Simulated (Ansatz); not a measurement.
## Ti: moving Ti off its site

Ti, Fm-3m, a = 4.060 Å (as given, not relaxed at this level: 4.4 GPa). This isn't the element's structure at ambient conditions. Ansatz: r2SCAN, PAW, 500 eV, Γ-centred 10×10×10 mesh on 8 atoms, Gaussian smearing 0.15 eV; no spin polarisation.

```xyz
8
Lattice="4.0600 -4.0600 0.0000 4.0600 0.0000 4.0600 0.0000 -4.0600 4.0600" Properties=species:S:1:pos:R:3 pbc="T T T"
Ti    2.0300   -2.0300    0.0000
Ti    2.0300   -4.0600    2.0300
Ti    4.0600   -2.0300    2.0300
Ti    4.0600   -4.0600    4.0600
Ti    0.0000    0.0000    0.0000
Ti    0.0000   -2.0300    2.0300
Ti    2.0300    0.0000    2.0300
Ti    2.0300   -2.0300    4.0600
```

Atom 1 (Ti) moves by x along the unit vector (0.707, 0.707, 0.000), with its periodic images; all else is held. y is the free energy of the cell over the start, F the force along the path summed over the moved atoms. Symmetry makes y even in x.

| x (Å) | y (meV) | F (eV/Å) |
| --- | --- | --- |
| -0.300 | ? | ? |
| -0.180 | 75.7 | 0.90 |
| -0.060 | 7.8 | 0.26 |
| 0.000 | 0.0 | 0.00 |
| 0.090 | 17.8 | -0.40 |
| 0.120 | 32.2 | -0.56 |
| 0.150 | 51.4 | -0.72 |
| 0.210 | 105.7 | -1.10 |
| 0.240 | 141.9 | -1.31 |
| 0.270 | 184.7 | -1.54 |

Task: Fit y = c2 x² + c4 x⁴ to the energies of the other rows, give the force constant, and predict energy and force of the missing row.

Result: Least squares on the rows shown. y = 2176.9 x² + 4920.7 x⁴. The force constant is 2 c2 = 4.35 eV/Å², for the cell as given, at 4.4 GPa (for all images moving together, not for a lone atom). The force −dy/dx at the missing row is 1.84 eV/Å (computed 1.79). At x = -0.300 the fit asked for gives 235.8 meV. The run gave 234.6 meV, so the fit is 1.2 meV too high, a small miss on the scale of the series.